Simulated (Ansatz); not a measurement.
# Step by step: Ti, 20 steps of 1.5 fs from 1200 K

These are results of Ansatz 0.2.0, DFT, LDA, all-electron LAPW, scalar-relativistic, not measurements.

Command: `ansatz run input.yaml --threads 2 --pin off --max-ram 4096MiB --backend cpu --events-out ev --progress --plain --runs-dir out` The run took 5.8 min on 2 threads of Intel(R) Xeon(R) 6975P-C (Granite Rapids), with other jobs on the host, peak memory 0.59 GiB.

```yaml
crystal:
  lattice:
    - [5.9, 0.0, 0.0]
    - [-1.475, 2.5547749412, 0.0]
    - [0.0, 0.0, 4.68]
  atoms:
    - { symbol: Ti, position: [0.1666666666, 0.6666666667, 0.25] }
    - { symbol: Ti, position: [0.6666666666, 0.6666666667, 0.25] }
    - { symbol: Ti, position: [0.3333333334, 0.3333333333, 0.75] }
    - { symbol: Ti, position: [0.8333333334, 0.3333333333, 0.75] }
kpoints:
  mp_grid: { grid: [4, 7, 4] }
scf:
  occupations: { method: fermi_dirac, width: 0.08 }
hamiltonian:
  xc: lda
  pseudopotentials: { kind: all_electron, lapw: { basis_error: 0.001 } }
output:
  forces: true
  stress: true
md:
  timestep: 1.5
  n_steps: 20
  ensemble: nvt_langevin
  temperature: 1200
  initial_velocities: maxwell_boltzmann
  seed: 286744
```

The cell comes from COD entry 9016190, which wasn't checked; take it as a given geometry.

Each frame lists Cartesian positions (Å) and forces (eV/Å). Free energies count from the first step, -92736.1142 eV.

Step 0 (t = 0.0 fs): E = 0.0 meV, T = 900 K

```
Ti    0.0000    1.7032    1.1700     0.004  -0.014   0.000
Ti    2.9500    1.7032    1.1700     0.004  -0.014   0.000
Ti    1.4750    0.8516    3.5100    -0.004   0.014   0.000
Ti    4.4250    0.8516    3.5100    -0.004   0.014   0.000
```

Step 1 (t = 1.5 fs): E = +1.2 meV, T = 823 K

```
Ti    0.0020    1.6953    1.1626    -0.003   0.046   0.023
Ti    2.9505    1.7110    1.1662     0.004  -0.073   0.030
Ti    1.4720    0.8586    3.5116     0.013  -0.038  -0.013
Ti    4.4253    0.8455    3.5203    -0.015   0.066  -0.040
```

Step 2 (t = 3.0 fs): E = +4.5 meV, T = 829 K

```
Ti    0.0039    1.6870    1.1543    -0.005   0.103   0.050
Ti    2.9517    1.7168    1.1616     0.000  -0.126   0.061
Ti    1.4701    0.8653    3.5140     0.026  -0.089  -0.030
Ti    4.4254    0.8395    3.5298    -0.021   0.112  -0.080
```

Step 3 (t = 4.5 fs): E = +10.0 meV, T = 847 K

```
Ti    0.0050    1.6785    1.1449    -0.004   0.158   0.078
Ti    2.9533    1.7212    1.1543    -0.008  -0.176   0.097
Ti    1.4692    0.8719    3.5167     0.036  -0.139  -0.051
Ti    4.4260    0.8333    3.5378    -0.024   0.157  -0.124
```

Step 4 (t = 6.0 fs): E = +17.6 meV, T = 864 K

```
Ti    0.0077    1.6715    1.1351    -0.009   0.208   0.107
Ti    2.9544    1.7254    1.1460    -0.009  -0.222   0.140
Ti    1.4690    0.8787    3.5194     0.045  -0.188  -0.073
Ti    4.4271    0.8275    3.5461    -0.026   0.202  -0.174
```

Step 5 (t = 7.5 fs): E = +27.2 meV, T = 850 K

```
Ti    0.0130    1.6653    1.1261    -0.019   0.253   0.134
Ti    2.9570    1.7296    1.1371    -0.010  -0.265   0.190
Ti    1.4688    0.8840    3.5216     0.057  -0.231  -0.092
Ti    4.4286    0.8222    3.5552    -0.029   0.242  -0.232
```

Step 6 (t = 9.0 fs): E = +38.2 meV, T = 768 K

```
Ti    0.0191    1.6591    1.1187    -0.025   0.297   0.155
Ti    2.9613    1.7337    1.1276    -0.018  -0.308   0.247
Ti    1.4683    0.8880    3.5229     0.070  -0.270  -0.108
Ti    4.4291    0.8169    3.5637    -0.027   0.282  -0.294
```

Step 7 (t = 10.5 fs): E = +51.4 meV, T = 891 K

```
Ti    0.0248    1.6536    1.1113    -0.026   0.339   0.180
Ti    2.9667    1.7384    1.1174    -0.033  -0.355   0.309
Ti    1.4668    0.8905    3.5246     0.083  -0.306  -0.126
Ti    4.4289    0.8107    3.5718    -0.023   0.321  -0.363
```

Step 8 (t = 12.0 fs): E = +66.7 meV, T = 767 K

```
Ti    0.0292    1.6493    1.1028    -0.020   0.380   0.215
Ti    2.9720    1.7434    1.1076    -0.054  -0.402   0.378
Ti    1.4645    0.8918    3.5271     0.100  -0.334  -0.150
Ti    4.4286    0.8049    3.5806    -0.025   0.355  -0.442
```

Step 9 (t = 13.5 fs): E = +83.2 meV, T = 657 K

```
Ti    0.0332    1.6457    1.0944    -0.014   0.418   0.253
Ti    2.9766    1.7478    1.0993    -0.073  -0.445   0.447
Ti    1.4627    0.8935    3.5295     0.114  -0.360  -0.176
Ti    4.4282    0.8001    3.5899    -0.027   0.386  -0.525
```

Step 10 (t = 15.0 fs): E = +100.3 meV, T = 528 K

```
Ti    0.0361    1.6426    1.0858    -0.005   0.452   0.296
Ti    2.9805    1.7518    1.0919    -0.093  -0.481   0.516
Ti    1.4623    0.8957    3.5322     0.122  -0.384  -0.206
Ti    4.4276    0.7967    3.5983    -0.024   0.412  -0.606
```

Step 11 (t = 16.5 fs): E = +118.3 meV, T = 584 K

```
Ti    0.0381    1.6396    1.0764     0.007   0.486   0.346
Ti    2.9840    1.7554    1.0855    -0.113  -0.513   0.585
Ti    1.4625    0.8989    3.5352     0.127  -0.407  -0.242
Ti    4.4266    0.7947    3.6064    -0.021   0.434  -0.689
```

Step 12 (t = 18.0 fs): E = +139.0 meV, T = 590 K

```
Ti    0.0406    1.6365    1.0666     0.015   0.523   0.403
Ti    2.9871    1.7583    1.0803    -0.130  -0.547   0.655
Ti    1.4623    0.9040    3.5383     0.136  -0.435  -0.283
Ti    4.4263    0.7923    3.6150    -0.022   0.460  -0.775
```

Step 13 (t = 19.5 fs): E = +161.3 meV, T = 552 K

```
Ti    0.0424    1.6338    1.0570     0.025   0.559   0.462
Ti    2.9896    1.7610    1.0752    -0.144  -0.581   0.728
Ti    1.4631    0.9097    3.5410     0.148  -0.463  -0.325
Ti    4.4282    0.7899    3.6234    -0.029   0.485  -0.865
```

Step 14 (t = 21.0 fs): E = +186.9 meV, T = 689 K

```
Ti    0.0439    1.6315    1.0473     0.035   0.596   0.525
Ti    2.9918    1.7638    1.0689    -0.158  -0.617   0.811
Ti    1.4644    0.9161    3.5433     0.160  -0.490  -0.370
Ti    4.4315    0.7876    3.6320    -0.038   0.510  -0.967
```

Step 15 (t = 22.5 fs): E = +213.0 meV, T = 482 K

```
Ti    0.0464    1.6300    1.0383     0.042   0.629   0.586
Ti    2.9946    1.7655    1.0634    -0.169  -0.648   0.894
Ti    1.4661    0.9229    3.5455     0.169  -0.518  -0.415
Ti    4.4344    0.7848    3.6403    -0.042   0.536  -1.065
```

Step 16 (t = 24.0 fs): E = +237.5 meV, T = 520 K

```
Ti    0.0489    1.6293    1.0302     0.046   0.655   0.646
Ti    2.9983    1.7656    1.0595    -0.178  -0.670   0.968
Ti    1.4682    0.9295    3.5488     0.173  -0.543  -0.463
Ti    4.4370    0.7820    3.6478    -0.041   0.558  -1.151
```

Step 17 (t = 25.5 fs): E = +262.0 meV, T = 464 K

```
Ti    0.0511    1.6272    1.0221     0.049   0.678   0.716
Ti    3.0017    1.7640    1.0566    -0.184  -0.687   1.035
Ti    1.4706    0.9350    3.5540     0.180  -0.565  -0.521
Ti    4.4399    0.7788    3.6548    -0.044   0.575  -1.230
```

Step 18 (t = 27.0 fs): E = +285.2 meV, T = 417 K

```
Ti    0.0528    1.6249    1.0161     0.050   0.698   0.777
Ti    3.0049    1.7615    1.0544    -0.188  -0.703   1.095
Ti    1.4733    0.9405    3.5590     0.187  -0.585  -0.573
Ti    4.4441    0.7752    3.6613    -0.049   0.591  -1.300
```

Step 19 (t = 28.5 fs): E = +309.3 meV, T = 482 K

```
Ti    0.0546    1.6243    1.0112     0.052   0.718   0.832
Ti    3.0089    1.7593    1.0518    -0.193  -0.721   1.161
Ti    1.4759    0.9465    3.5636     0.192  -0.606  -0.619
Ti    4.4490    0.7707    3.6680    -0.051   0.609  -1.374
```

Step 20 (t = 30.0 fs): E = +333.2 meV, T = 387 K

```
Ti    0.0577    1.6241    1.0069     0.050   0.733   0.887
Ti    3.0131    1.7571    1.0499    -0.195  -0.734   1.226
Ti    1.4781    0.9515    3.5689     0.199  -0.622  -0.667
Ti    4.4533    0.7672    3.6753    -0.053   0.623  -1.447
```

What is the mean temperature over the last 11 frames?

518 K; so short a run of so small a cell isn't equilibrated.
